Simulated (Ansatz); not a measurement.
Clamped-ion strain scan in Mo

All numbers below come from DFT PBEsol, scalar-relativistic, plane waves, PAW (Ansatz 0.2.0). The runs took a 420 eV cutoff, a Γ-centred 18×18×18 mesh and Gaussian smearing (0.15 eV). No spin polarisation. Energies are free energies at this smearing, counted from the undisturbed cell; pressure is positive in compression.

Reference structure (as given, not relaxed at this level; it stands at -3.7 GPa; this form isn't the usual structure):

```
CELL_PARAMETERS angstrom
2.73551 0.00000 0.00000
-1.36776 2.36902 0.00000
0.00000 0.00000 2.55518
ATOMIC_POSITIONS crystal
Mo 0.00000 0.00000 0.50000
```

The cell is strained by ε times the Voigt pattern (1, 1, 0, 0, 0, 0) (xx, yy, zz, yz, xz, xy; engineering shear) with fractional coordinates fixed. The cell is metallic on the mesh throughout.

| ε | ΔE (meV/atom) |
| --- | --- |
| -0.1000 | 733.4 |
| -0.0750 | 382.6 |
| -0.0500 | 152.9 |
| -0.0250 | 31.4 |
| 0.0000 | 0.0 |
| 0.0250 | 39.5 |
| 0.0500 | 133.7 |
| 0.0750 | 267.8 |
| 0.0875 | 346.1 |
| 0.1000 | 430.3 |

(1) Predict the stress summed along the pattern (GPa, tension positive) at each point.

Results:

(1)
| ε | stress summed along the pattern (GPa, tension positive) |
| --- | --- |
| -0.1000 | -179.84 |
| -0.0750 | -120.13 |
| -0.0500 | -70.63 |
| -0.0250 | -29.00 |
| 0.0000 | 2.71 |
| 0.0250 | 26.21 |
| 0.0500 | 42.89 |
| 0.0750 | 53.99 |
| 0.0875 | 57.94 |
| 0.1000 | 61.17 |